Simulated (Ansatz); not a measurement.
Pb2ClO2: do energies and stresses tell the same story?

These are results of Ansatz 0.2.0, DFT PBEsol, scalar-relativistic, plane waves, PAW, not measurements.

Cutoff 420 eV; k points 12×12×12 on the computed 5-atom cell (Γ-centred); Gaussian smearing, width 0.10 eV; no spin polarisation.

Relaxed cell: I4/mmm, a = 3.934 Å, b = 3.934 Å, c = 12.341 Å, α = 90.00°, β = 90.00°, γ = 90.00°, 5 atoms in the primitive cell. Whether it is the stable form of this composition wasn't checked.

Energies at zero smearing and pressures from the stress tensor, at volumes with shape and atoms relaxed:
| V (Å³/atom) | E − E(first) (meV/atom) | P (GPa) |
| --- | --- | --- |
| 17.953 | 0.00 | 3.06 |
| 18.526 | -7.75 | 1.41 |
| 19.099 | -10.10 | 0.00 |
| 19.672 | -7.88 | -1.18 |
| 20.245 | -1.91 | -2.13 |

Question: Check P = −dE/dV between neighbouring volumes, and get the bulk modulus from the pressures alone.

Answer: With 1 eV/Å³ = 160.2 GPa:
```
middle V (Å³/atom)  −ΔE/ΔV (GPa) mean P (GPa)
            18.240         2.168         2.238
            18.813         0.656         0.706
            19.386        -0.620        -0.592
            19.959        -1.672        -1.659
```

The two differ by 0.07 GPa at most. The mean of two end pressures misses the average over a step by about ΔV² P″/12, up to 0.02 GPa here; with that taken off 0.05 GPa remains, from the smearing term (the stress is the derivative of the free energy), the finite cutoff, the mesh or the relaxation's tolerance. Around V = 19.099 Å³/atom, the two neighbours give B = −V ΔP/ΔV = 19.099 × 2.60 / 1.146 = 43.3 GPa, against B0 = 42.2 GPa from the Birch–Murnaghan fit of the energies.

Spin–orbit coupling is left out, which can shift energies with elements as heavy as these. The cell has an odd number of electrons and was run without spin polarisation, which forces a half-filled band: energy, forces and stress belong to that artificial state.